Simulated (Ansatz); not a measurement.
Polymorphs of B, each relaxed with r²SCAN (plane waves, PAW; program Ansatz):

A: α-B12 (R-3m)
a = b = 4.8984 Å, c = 12.5126 Å, α = β = 90.00°, γ = 120.00°

| atom | site | symmetry | x | y | z |
|---|---|---|---|---|---|
| B | 18h | .m | 0.2370 | 0.1185 | 0.1086 |
| B | 18h | .m | 0.1963 | 0.3925 | 0.0243 |

B: diamond (Fd-3m)
a = 4.0525 Å, b = 4.0525 Å, c = 4.0525 Å, α = 90.00°, β = 90.00°, γ = 90.00°

```csv
atom,site,symmetry,x,y,z
B,8b,-43m,0.5000,0.5000,0.5000
```

C: I4_132
a = b = c = 4.6388 Å, α = β = γ = 90.00°

| atom | site | symmetry | x | y | z |
|---|---|---|---|---|---|
| B | 8a | .32 | 0.1250 | 0.1250 | 0.1250 |

### Question
Rank these by energy per atom at 0 K (lowest first), as r²SCAN gives it.

### Answer
A (+0 meV/atom), C (+640 meV/atom), B (+996 meV/atom)

### Question
Give each one's gap.

### Answer
A 1.60 eV; B no gap; C 1.76 eV.

Typed or built starts, not in the databases checked: B; C. Not the usual ambient phase: B; C. Unstable at this level: B. All cells were relaxed under the symmetry of their starts (and spin orders); stability against distortions was not tested throughout.

Energies hold the estimated change up to a 700 eV cutoff; steps of a few meV lie near the error of the meshes.

Potentials: the earlier of the program's two PAW sets.
